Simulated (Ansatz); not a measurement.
CaZn2Sb2 in space group P-3m1 (No. 164; Zn on 2d, Ca on 1a, Sb on 2d) at seven volumes, the program Ansatz at the r²SCAN level (PAW), shape and atoms relaxed at each. One row is withheld.

```csv
V (Å³/atom),P (GPa)
23.189,5.80
23.954,3.55
24.718,1.64
25.483,0.00
26.247,-1.39
27.012,-2.58
27.776,?
```

Task: Fit the shown pressures and predict the withheld one.

Result: P = (3/2)B₀(x^(7/2) − x^(5/2))[1 + (3/4)(B′ − 4)(x − 1)] with x = (V₀/V)^(2/3). Least squares on the six rows gives V₀ = 25.485 Å³/atom, B₀ = 50.2 GPa, B′ = 4.27. At V = 27.776, x = 0.9442 and P = -3.60 GPa. The run itself gave -3.58 GPa.

The workflow started from an entry of the Crystallography Open Database (COD). Whether it is the stable phase at ambient conditions was not checked. Symmetry was held in the r²SCAN relaxation; whether a distortion lowers the energy is not shown. Scalar-relativistic: spin–orbit coupling is off unless named, which matters more the heavier the elements.

Potentials: the later of the program's two PAW sets.
